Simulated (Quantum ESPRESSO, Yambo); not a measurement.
## AgCl: DFT and GW levels

Space group P2₁/m (No. 11); a = 3.8466 Å, b = 3.8424 Å, c = 5.4144 Å, α = 90.00°, β = 97.28°, γ = 90.00°

| atom | site | symmetry | x | y | z |
|---|---|---|---|---|---|
| Cl | 2e | m | 0.2916 | 0.2500 | 0.7348 |
| Ag | 2e | m | 0.1897 | 0.2500 | 0.2192 |

Cell and atoms were relaxed with PBEsol from Materials Project entry mp-570687, within its symmetry.

Starting point: PBEsol (pw.x of Quantum ESPRESSO, ONCV potentials, without SOC). G0W0 in Yambo: 4×4×2 Γ-centred k mesh, bands 9 to 136 and a 7 Ry block in the screening, 136 bands in G with the Bruneval-Gonze terminator, plasmon pole fitted at 27.2 eV.

```
Item                                                              Result
---------------------------------------------------------------  -------
PBEsol gap along the band path                                   0.68 eV
PBEsol gap between the mesh's edge points ((-0.5, 0, -0.5) → Γ)  0.68 eV
G0W0 gap between the same points                                 2.16 eV
PBEsol smallest direct gap on the mesh (at Γ)                    2.39 eV
G0W0 direct gap at that point                                    3.96 eV
```

```
k point             band  E PBEsol (eV)  E QP (eV)  shift (eV)     Z
------------------  ----  -------------  ---------  ----------  ----
Γ                     VB          -1.71      -2.74       -1.03  0.79
Γ                     CB           0.68       1.22        0.54  0.83
(0, 0, -0.5)          VB          -1.23      -2.15       -0.92  0.80
(0, 0, -0.5)          CB           3.05       3.62        0.57  0.82
(0, -0.5, -0.5)       VB          -0.04      -0.95       -0.91  0.80
(0, -0.5, -0.5)       CB           3.76       4.24        0.48  0.83
(-0.5, 0, 0)          VB          -0.05      -0.98       -0.94  0.80
(-0.5, 0, 0)          CB           4.29       4.95        0.66  0.81
(-0.5, 0, -0.5)       VB           0.00      -0.93       -0.93  0.80
(-0.5, 0, -0.5)       CB           3.28       3.77        0.50  0.83
(-0.5, -0.5, 0)       VB          -1.73      -2.80       -1.08  0.79
(-0.5, -0.5, 0)       CB           2.25       3.01        0.75  0.83
(-0.5, -0.5, -0.5)    VB          -1.32      -2.29       -0.96  0.79
(-0.5, -0.5, -0.5)    CB           3.95       4.70        0.75  0.82
```

Energies count from the PBEsol valence-band maximum.

Nearest settings tried, and what they do to the gap: 92 bands in G: +8 meV; 70 bands in W: +138 meV; 6 Ry block (129 vectors against 167): -23 meV. Not varied: mesh. So the settings aren't converged at that level.

Spin-orbit splittings are left out.

This is not the ordinary phase of the substance; no match was found in the copy of COD used, and its stability was not checked.
